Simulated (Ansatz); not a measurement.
A: HfN (rock salt), a = b = c = 4.526 Å, α = β = γ = 90.00°
B: InP (zinc blende), a = b = c = 5.9073 Å, α = β = γ = 90.00°
C: Pt (fcc, Cu type), a = 3.940 Å, b = 3.940 Å, c = 3.940 Å, α = 90.00°, β = 90.00°, γ = 90.00°

Scan: energy over volume and axial ratio (atoms clamped). All come from one method, each on a k mesh of its own. All were relaxed with their symmetry unable to fall. HfN is run without spin polarisation. Pt is run without spin polarisation. Spin-orbit coupling is left out. The PAW data are Ansatz's earlier set.

**Question.** Order them by shear modulus C′ = (C11 − C12)/2 (fitted) (highest first) at the level r2SCAN (plane waves to 500 eV, PAW, scalar-relativistic; Ansatz, a quantum-chemistry and plane-wave program).

**Answer.** A (236 GPa), C (45 GPa), B (22 GPa)

(Under strain, the slope of the energy per volume gives the stress and its curvature an elastic modulus.)
